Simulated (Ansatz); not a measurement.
SiS2:
```
SiS2
1.0
   -2.70675     4.77539     2.76340
    2.70675    -4.77539     2.76340
    2.70675     4.77539    -2.76340
S Si
4 2
Direct
  0.11940   0.21679   0.33620
  0.88060   0.78321   0.66380
  0.61940   0.28321   0.90261
  0.38060   0.71679   0.09739
  0.75000   0.75000   0.00000
  0.25000   0.25000   0.00000
```

Relaxed with PBE+D3(BJ).

Problem. Give the Bader charges and basin volumes of the independent atoms, plane-wave PAW PBE+D3(BJ) (Ansatz code).

Solution. 

```json
[
 {"atom": "S1", "Bader charge (e)": "-1.28", "Bader volume (Å³)": "32.5"},
 {"atom": "Si5", "Bader charge (e)": "+2.56", "Bader volume (Å³)": "6.4"}
]
```

Space group Ibam. The cell was relaxed with PBE+D3(BJ) under the symmetry of its start.

Potentials: the later of the program's two PAW sets.
